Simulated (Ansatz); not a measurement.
PbI2 (CdI2 type, P-3m1), the program Ansatz at the PBE+D3(BJ) level (PAW). The conduction-band minimum lies at A, with 1 equivalent valley. Second derivatives d²E/dk² of the lowest band at one valley (eV·Å²), along Cartesian directions:

| direction | d²E/dk² |
|---|---|
| [100] | 32.42 |
| [010] | 32.42 |
| [001] | 7.460 |
| [110] | 32.42 |
| [101] | 19.94 |
| [011] | 19.92 |

### Question
Find the principal effective masses, the density-of-states mass and the conductivity mass.

### Answer
Off-diagonal terms follow from H_xy = H[110] − (H_xx + H_yy)/2, and m*/mₑ = 7.620 eV·Å² over each eigenvalue: 0.24, 0.24, 1.0. One valley's DOS mass (m₁m₂m₃)^(1/3) = 0.38, conductivity mass 3/(Σ 1/mᵢ) = 0.32 mₑ.

### Question
What effective density of states Nc follows at 300 K for parabolic valleys?

### Answer
Nc = 2.509e19 × 1 × (0.38)^(3/2) ≈ 5.9e18 cm⁻³.

The PBE+D3(BJ) relaxation kept the symmetry of its start; of distortions, only those at the zone centre were tested. Spin–orbit coupling is left out wherever it is not named.

Potentials: the later of the program's two PAW sets.

Edges and masses are those of Kohn–Sham bands, whose gap is no quasiparticle gap.
